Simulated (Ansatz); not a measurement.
Consider the following.

Starting cell, Ru (hcp, Mg type):

```
CELL_PARAMETERS angstrom
      5.41163     0.00000     0.00000
     -1.35291     2.34330     0.00000
      0.00000     0.00000     4.26228
ATOMIC_POSITIONS crystal
  Ru 0.16667 0.66667 0.75000
  Ru 0.66667 0.66667 0.75000
  Ru 0.33333 0.33333 0.25000
  Ru 0.83333 0.33333 0.25000
```

A phonon eigenvector at M = (0.5, 0.0, 0.0) is frozen into this cell: atom i moves by Q times the vector below, so Q is the largest atomic displacement, in Å. The cell is held. (q is in reciprocal vectors of the primitive cell; the cell shown is doubled to hold the pattern.)

```json
[
 {"atom": "Ru1", "x": "0.000", "y": "0.000", "z": "-1.000"},
 {"atom": "Ru2", "x": "0.000", "y": "0.000", "z": "1.000"},
 {"atom": "Ru3", "x": "0.000", "y": "0.000", "z": "-1.000"},
 {"atom": "Ru4", "x": "0.000", "y": "0.000", "z": "1.000"}
]
```

Level of theory: r2SCAN (plane waves to 500 eV, PAW, scalar-relativistic; Ansatz, a program for electronic structure). k mesh 10×20×11 (Γ-centred), Fermi-Dirac smearing 0.05 eV. The energy includes the smearing's −TS. With partly filled bands, energies and forces of such displacements shift with the k mesh and the smearing. Ru is run without spin polarisation. Ru was relaxed with its symmetry unable to fall. The PAW data are Ansatz's earlier set. The zero of ΔE is the undisplaced structure.

The scan covers Q from -0.100 to 0.100 Å in 13 points.

Q: Which space group does the distorted structure have?

A: Pnnm (No. 58), lowered from P6_3/mmc.

Q: What is the energy change at Q = 0.100 Å?

A: 237 meV/cell.

Q: What harmonic wavenumber does the curvature at Q = 0 give?

A: 175 cm⁻¹.

(For displaced atoms, the force is minus the slope of the energy, and its curvature is a force constant, which sets phonon frequencies.)
